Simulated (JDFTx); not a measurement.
An input for a modified build of JDFTx (Al(110), nonlinear PCM (GLSSA13), water, 0.1 M NaF; bohr, hartree) and the course of its log:

```
lattice \
  7.6324715365 0.0000000000 0.0000000000 \
  0.0000000000 5.3969723774 0.0000000000 \
  0.0000000000 0.0000000000 56.1248659014
coords-type Lattice
ion Al 0.0000000000 0.0000000000 -0.0961600940 0
ion Al 0.5000000000 0.5000000000 -0.0480800470 0
ion Al 0.0000000000 0.0000000000 0.0000000000 0
ion Al 0.5000000000 0.5000000000 0.0480800470 0
ion Al 0.0000000000 0.0000000000 0.0961600940 0
ion-species pseudo/al_pbe_v1.upf
elec-cutoff 20 100
elec-ex-corr gga-PBE
coulomb-interaction Slab 001
coulomb-truncation-embed 0 0 0
kpoint-folding 6 8 1
elec-smearing Fermi 0.01
elec-n-bands 18
target-mu -0.124580
electronic-scf nIterations 100 energyDiffThreshold 1e-07
fluid NonlinearPCM
pcm-variant GLSSA13
fluid-solvent H2O
fluid-cation Na+ 0.1
fluid-anion F- 0.1
wavefunction read f4.wfns
elec-initial-eigenvals f4.eigenvals
elec-initial-fillings read f4.fillings
fluid-initial-state f4.fluidState
dump-name f4_u0.$VAR
dump End State Ecomponents EigStats BandEigs Forces ElecDensity IonicPositions Fillings Kpoints Dtot FluidDebug BoundCharge FluidDensity
```

```
[one cycle in 5 is shown, and the last three; fluid-solver lines are left out]
	FillingsUpdate:  mu: -0.124580000  nElectrons: 15.687237
SCF: Cycle:  0   G: -8.483308247478128   dG: +1.145e-01   |Residual|: 2.775e-02   |deigs|: 7.972e-06
	FillingsUpdate:  mu: -0.124580000  nElectrons: 15.095864
SCF: Cycle:  5   G: -8.597522975150072   dG: +3.825e-05   |Residual|: 3.848e-03   |deigs|: 3.758e-03
	FillingsUpdate:  mu: -0.124580000  nElectrons: 15.140953
SCF: Cycle: 10   G: -8.596373338358276   dG: +5.451e-04   |Residual|: 4.822e-03   |deigs|: 1.815e-03
	FillingsUpdate:  mu: -0.124580000  nElectrons: 15.099628
SCF: Cycle: 15   G: -8.597603079845465   dG: +1.790e-04   |Residual|: 3.301e-03   |deigs|: 3.849e-04
	FillingsUpdate:  mu: -0.124580000  nElectrons: 15.065238
SCF: Cycle: 20   G: -8.598171582713073   dG: -7.825e-05   |Residual|: 8.411e-04   |deigs|: 1.946e-03
	FillingsUpdate:  mu: -0.124580000  nElectrons: 15.078301
SCF: Cycle: 25   G: -8.598216888630393   dG: -2.618e-05   |Residual|: 1.015e-04   |deigs|: 5.984e-04
	FillingsUpdate:  mu: -0.124580000  nElectrons: 15.079658
SCF: Cycle: 30   G: -8.598217174570129   dG: -1.352e-07   |Residual|: 1.752e-05   |deigs|: 5.817e-05
	FillingsUpdate:  mu: -0.124580000  nElectrons: 15.078981
SCF: Cycle: 35   G: -8.598217185279458   dG: -2.240e-08   |Residual|: 1.478e-05   |deigs|: 2.929e-05
	FillingsUpdate:  mu: -0.124580000  nElectrons: 15.080298
SCF: Cycle: 40   G: -8.598216867634051   dG: +3.545e-07   |Residual|: 4.695e-05   |deigs|: 3.577e-05
	FillingsUpdate:  mu: -0.124580000  nElectrons: 15.080088
SCF: Cycle: 45   G: -8.598216997240110   dG: +2.189e-07   |Residual|: 3.774e-05   |deigs|: 1.693e-05
	FillingsUpdate:  mu: -0.124580000  nElectrons: 15.079593
SCF: Cycle: 50   G: -8.598217197326061   dG: +2.507e-08   |Residual|: 1.314e-05   |deigs|: 4.129e-06
	FillingsUpdate:  mu: -0.124580000  nElectrons: 15.079138
SCF: Cycle: 55   G: -8.598217213419268   dG: -1.097e-07   |Residual|: 7.307e-06   |deigs|: 2.128e-05
	FillingsUpdate:  mu: -0.124580000  nElectrons: 15.079994
SCF: Cycle: 60   G: -8.598217049941601   dG: +1.640e-07   |Residual|: 3.309e-05   |deigs|: 1.301e-05
	FillingsUpdate:  mu: -0.124580000  nElectrons: 15.080704
SCF: Cycle: 65   G: -8.598216513975524   dG: +7.090e-07   |Residual|: 6.609e-05   |deigs|: 2.072e-05
	FillingsUpdate:  mu: -0.124580000  nElectrons: 15.080198
SCF: Cycle: 70   G: -8.598216935978790   dG: +2.632e-07   |Residual|: 4.229e-05   |deigs|: 1.669e-05
	FillingsUpdate:  mu: -0.124580000  nElectrons: 15.079383
SCF: Cycle: 75   G: -8.598217222615428   dG: -8.478e-10   |Residual|: 3.717e-06   |deigs|: 9.285e-07
	FillingsUpdate:  mu: -0.124580000  nElectrons: 15.079299
SCF: Cycle: 80   G: -8.598217223731464   dG: -1.595e-07   |Residual|: 1.417e-06   |deigs|: 9.766e-06
	FillingsUpdate:  mu: -0.124580000  nElectrons: 15.079322
SCF: Cycle: 85   G: -8.598217223733082   dG: -2.788e-07   |Residual|: 1.671e-06   |deigs|: 1.261e-05
	FillingsUpdate:  mu: -0.124580000  nElectrons: 15.079345
SCF: Cycle: 90   G: -8.598217223676386   dG: +2.970e-11   |Residual|: 2.342e-06   |deigs|: 1.233e-06
	FillingsUpdate:  mu: -0.124580000  nElectrons: 15.079400
SCF: Cycle: 95   G: -8.598217221602891   dG: -9.340e-09   |Residual|: 4.605e-06   |deigs|: 1.445e-06
	FillingsUpdate:  mu: -0.124580000  nElectrons: 15.079438
SCF: Cycle: 97   G: -8.598217218940771   dG: -5.954e-09   |Residual|: 6.295e-06   |deigs|: 9.714e-07
	FillingsUpdate:  mu: -0.124580000  nElectrons: 15.079588
SCF: Cycle: 98   G: -8.598217198601549   dG: +2.034e-08   |Residual|: 1.308e-05   |deigs|: 2.153e-06
	FillingsUpdate:  mu: -0.124580000  nElectrons: 15.079415
SCF: Cycle: 99   G: -8.598217220597906   dG: -2.200e-08   |Residual|: 5.299e-06   |deigs|: 2.484e-06
SCF: None of the convergence criteria satisfied after 100 iterations.
IonicMinimize: Iter:   0  G: -8.598217220597906  |grad|_K:  0.000e+00
IonicMinimize: Converged (|grad|_K<1.000000e-04).
```

This run gave no converged result. The loop ran out of cycles short of its threshold. It has stalled and not diverged: the last ten energies span 3e-08 Ha, so the total is near its end, but levels, forces and the electron count aren't shown converged.
